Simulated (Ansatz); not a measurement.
Si:
```
Si
1.0
    6.92173     1.92376     0.00000
   -6.92173     1.92376     0.00000
   -0.74984     0.00000     6.29371
Si
8
Direct
  0.05562   0.94438   0.87419
  0.94438   0.05562   0.12581
  0.55902   0.44098   0.65348
  0.44098   0.55902   0.34652
  0.21281   0.78719   0.05738
  0.78719   0.21281   0.94262
  0.72707   0.27293   0.58553
  0.27293   0.72707   0.41447
```

Relaxed with r²SCAN.

Tabulate the valence density and the electron localisation function along the shortest Si–Si contact (2.32 Å), r²SCAN in the plane-wave PAW code Ansatz.



| distance from Si (Å) | density (e/Å³) | ELF |
|---|---|---|
| 0.23 | 0.09 | 0.33 |
| 0.35 | 0.17 | 0.29 |
| 0.46 | 0.29 | 0.43 |
| 0.58 | 0.42 | 0.66 |
| 0.70 | 0.52 | 0.83 |
| 0.81 | 0.58 | 0.91 |
| 0.93 | 0.60 | 0.94 |
| 1.04 | 0.60 | 0.95 |
| 1.16 | 0.60 | 0.95 |
| 1.27 | 0.60 | 0.95 |
| 1.39 | 0.60 | 0.94 |
| 1.51 | 0.58 | 0.91 |
| 1.62 | 0.52 | 0.84 |
| 1.74 | 0.42 | 0.67 |
| 1.85 | 0.29 | 0.43 |
| 1.97 | 0.17 | 0.28 |
| 2.09 | 0.09 | 0.31 |

The density is the valence pseudo-density with augmentation charge, so density and ELF within about 1 Å of a nucleus are not all-electron values.

Space group C2/m. The workflow started from a Materials Project entry (that database holds measured and hypothetical structures alike); the Crystallography Open Database copy checked does not list it. It is not the phase usual at ambient conditions (space group No. 227). The cell was relaxed with r²SCAN under the symmetry of its start; of distortions, only those at the zone centre were tested.

Potentials: the later of the program's two PAW sets.
